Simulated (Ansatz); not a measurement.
TiO₂ in space group Pbca (No. 61; Ti on 8c, O on 8c, O on 8c), PBE in the plane-wave PAW code Ansatz. The conduction-band minimum lies on the Y–Γ line, 69 % of the way from Y, with 2 equivalent valleys. Second derivatives d²E/dk² of the lowest band at one valley (eV·Å²), along Cartesian directions:

```json
[
 {"direction": "[100]", "d²E/dk²": "1.564"},
 {"direction": "[010]", "d²E/dk²": "1.633"},
 {"direction": "[001]", "d²E/dk²": "10.73"},
 {"direction": "[110]", "d²E/dk²": "1.599"},
 {"direction": "[101]", "d²E/dk²": "6.148"},
 {"direction": "[011]", "d²E/dk²": "6.183"}
]
```

Task: Find the principal effective masses, the density-of-states mass and the conductivity mass.

Result: Off-diagonal terms follow from H_xy = H[110] − (H_xx + H_yy)/2, and m*/mₑ = 7.620 eV·Å² over each eigenvalue: 0.71, 4.7, 4.9. One valley's DOS mass (m₁m₂m₃)^(1/3) = 2.5, conductivity mass 3/(Σ 1/mᵢ) = 1.6 mₑ.

Task: What effective density of states Nc follows at 300 K for parabolic valleys?

Result: Nc = 2.509e19 × 2 × (2.5)^(3/2) ≈ 2.0e20 cm⁻³.

The PBE relaxation kept the symmetry of its start. No spin polarisation was allowed.

Potentials: the later of the program's two PAW sets.

Edges and masses are those of Kohn–Sham bands, whose gap is no quasiparticle gap.
